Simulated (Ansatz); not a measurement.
A trial cell of Bi4O, before relaxation:

```
Bi O
1.0
     5.04027    0.00000    0.00000
     0.00000    5.04027    0.00000
     0.00000    0.00000    5.04027
Bi O
4 1
Direct
  0.25000 0.25000 0.25000
  0.75000 0.75000 0.25000
  0.75000 0.25000 0.75000
  0.25000 0.75000 0.75000
  0.00000 0.00000 0.00000
```

Level of theory: DFT PBE, scalar-relativistic, plane waves, PAW in Ansatz 0.2.0. Cutoff 420 eV, Gaussian smearing, Γ-centred meshes. Cell and atoms relax first on a coarse mesh and then on a finer one. In between, the cell is made exact in the group found at 0.06 Å. In metals the finer mesh still leaves noise of several meV/atom or more. The steps can't lower the symmetry of their start. No spin polarisation.

A guess keeps its type if space group and coordination stay and the shape of the cell changes little (axis ratios within about 15 %, angles within 6°); the volume may change.

Q: Will the relaxed cell still be of the starting type?

A: It keeps its type. The symmetry stays P-43m (No. 215). The volume per atom grows by 8.1 %, from 25.6 to 27.7 Å³. The shortest distance goes from 2.18 Å (Bi–O) to 2.36 Å (Bi–O). Counting neighbours within 15 % of an atom's shortest distance, the start has Bi 1, O 4 and the end Bi 1, O 4.

The zero of energy is the elements' standard structures at the same level (O₂ as a molecule); no fitted shifts are applied.

Q: At what energy does it end?

A: −0.09 eV/atom. It lies below the elements, which doesn't yet make it stable against other compounds or structures.

The last run used an 8×8×8 mesh for its 5-atom cell and Gaussian smearing of 0.10 eV. These runs have no spin–orbit coupling, which can matter for Bi. Symmetry constrained the relaxation, so the result can be a saddle point.
